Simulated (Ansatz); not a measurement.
## Computed energy over volume and axial ratio: Ni (fcc, Cu type)

Ni (fcc, Cu type)

```xyz
1
Lattice="0.0000 1.7316 1.7316 1.7316 0.0000 1.7316 1.7316 1.7316 0.0000" Properties=species:S:1:pos:R:3 pbc="T T T"
Ni     0.0000     0.0000     0.0000
```

The relaxed cell is deformed in two ways at once: its volume V is scaled, and at that volume it is stretched along z (the c axis of the conventional cell) so that c/a changes. Fractional atomic positions are held.

Computed with PBEsol (plane waves to 420 eV, PAW, scalar-relativistic; Ansatz, an electronic-structure program). k mesh 23×23×23 (Γ-centred), Fermi-Dirac smearing 0.05 eV. Energies are smeared free energies. Compression counts positive. With partly filled bands, the response to shear is sensitive to the k mesh, so small differences along c/a are uncertain. Ni was relaxed with its symmetry unable to fall. Relaxed Ni ends ferromagnetic. The PAW data are Ansatz's earlier set. Other magnetic orders were not checked, so this need not be the ground state. The zero of ΔE is the relaxed starting cell.

ΔE (eV/atom), with V/V₀ across and (c/a)/(c/a)₀ down:

```
(c/a)/(c/a)₀ \ V/V₀  0.960  0.980  1.000  1.020  1.040
-------------------  -----  -----  -----  -----  -----
0.960                0.018  0.008  0.005  0.007  0.015
0.980                0.014  0.004  0.001  0.004  0.012
1.000                0.013  0.003  0.000  0.003  0.011
1.020                0.014  0.004  0.001  0.004  0.012
1.040                0.018  0.008  0.005  0.008  0.016
```

P (GPa), with V/V₀ across and (c/a)/(c/a)₀ down:

```
(c/a)/(c/a)₀ \ V/V₀  0.960  0.980  1.000  1.020  1.040
-------------------  -----  -----  -----  -----  -----
0.960                 10.5    5.0    0.1   -4.2   -8.1
0.980                 10.4    4.9    0.0   -4.3   -8.2
1.000                 10.4    4.9    0.0   -4.3   -8.2
1.020                 10.4    4.9    0.0   -4.3   -8.2
1.040                 10.5    5.0    0.1   -4.2   -8.1
```

Derived quantities:

```
Item                                                                                              Value
-----------------------------------------------------  ------------------------------------------------
Shear modulus C′ = (C11 − C12)/2 (fit, atoms clamped)                                            70 GPa
Lowest place on the grid                                V/V₀ = 1.000, (c/a)/(c/a)₀ = 1.000 (0 meV/atom)
Highest place on the grid                              V/V₀ = 0.960, (c/a)/(c/a)₀ = 1.040 (18 meV/atom)
```

(A scan under strain: stresses follow from slopes of the energy per volume, elastic moduli from its curvatures.)
